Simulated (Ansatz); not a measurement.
Zr2TlC in space group P6_3/mmc (No. 194; Zr on 4f, Tl on 2c, C on 2a) under volume change, r²SCAN (plane waves, PAW; program Ansatz), shape and atoms relaxed at each volume.

| V (Å³/atom) | E − E(relaxed) (meV/atom) | P (GPa) |
|---|---|---|
| 16.884 | 70.0 | 14.69 |
| 17.441 | 29.2 | 8.93 |
| 17.998 | 6.9 | 4.08 |
| 18.554 | 0.0 | 0.00 |
| 19.111 | 6.1 | -3.42 |
| 19.668 | 23.1 | -6.26 |
| 20.224 | 49.0 | -8.61 |

### Question
What does a third-order Birch–Murnaghan fit give for V₀, B₀ and B′?

### Answer
V₀ = 18.55 Å³/atom, B₀ = 124 GPa, B′ = 4.9.

The first step of the workflow began from a Materials Project structure, measured or hypothetical; the Crystallography Open Database copy checked does not list it. Whether it is the stable phase at ambient conditions was not checked. Symmetry was held in the r²SCAN relaxation; whether a distortion lowers the energy is not shown. The run is not spin-polarised. Spin–orbit coupling is left out wherever it is not named.

Potentials: the earlier of the program's two PAW sets. The files were generated under PBE; for other functionals the program regenerates the frozen cores, and for LDA and PBEsol the local potential too.
